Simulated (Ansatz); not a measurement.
An Ansatz (a program for electronic structure) input:

Ansatz 0.2 input:
```yaml
crystal:
  lattice:
    - [3.3839957411, 1.9525874907, 0.0]
    - [-3.3839957411, 1.9525874907, 0.0]
    - [-0.0026068961, 0.0, 6.0402586961]
  atoms:
    - { symbol: La, position: [0.1665265256, 0.8334734744, 0.2453486525] }
    - { symbol: La, position: [0.8334734744, 0.1665265256, 0.7546513475] }
    - { symbol: O, position: [0.8333472695, 0.1666527305, 0.3539622163] }
    - { symbol: O, position: [0.1666527305, 0.8333472695, 0.6460377837] }
    - { symbol: O, position: [0.5, 0.5, 0.0] }
kpoints:
  mp_grid: { grid: [5, 5, 3] }
hamiltonian:
  xc: hse06
  pseudopotentials: { azcp: { folder: ./paw }, kind: paw }
scf:
  n_extra_bands: 6
  occupations: { method: fixed }
output:
  eigenvalues: true
  eigenstates:
    e_range: [-9.0, 13.7]
    kpoints:
      - [0.25, 0.255208, -0.5]  # VBM
      - [0.333333, 0.333333, 0.0]  # CBM
      - [0.0, 0.0, 0.0]  # GAMMA
      - [-0.5, 0.5, 0.0]  # Y_2
      - [0.0, 0.0, 0.5]  # A
      - [-0.5, 0.5, 0.5]  # M_2
      - [0.0, 0.5, 0.0]  # V_2
      - [0.0, 0.5, 0.5]  # L_2
      - [0.3332341367, 0.3332341367, 0.0]  # C
      - [-0.3332341367, 0.6667658633, 0.0]  # C_2
      - [-0.3331938859, 0.6668061141, 0.5]  # D
      - [0.3331938859, 0.3331938859, 0.5]  # D_2
```

Task: How many symmetry operations and irreducible k-points will the run report?

Result: 4 operations, 24 of 75 k-points.

Task: With a cutoff of 420 eV, how many plane waves at Γ?

Result: 1533.

It took around 7 core-minutes (rough) on shared server cores.

The points marked VBM and CBM come from a semilocal run.

Space group P-3m1 (La2O3 or Ni2Al3 type). The cell was relaxed with PBEsol under the symmetry of its start. Point labels and valley counts follow the cell and symmetry of the run, lower than the named group. Spin–orbit coupling is left out wherever it is not named.

Potentials: the earlier of the program's two PAW sets.

Ansatz is a plane-wave DFT program.
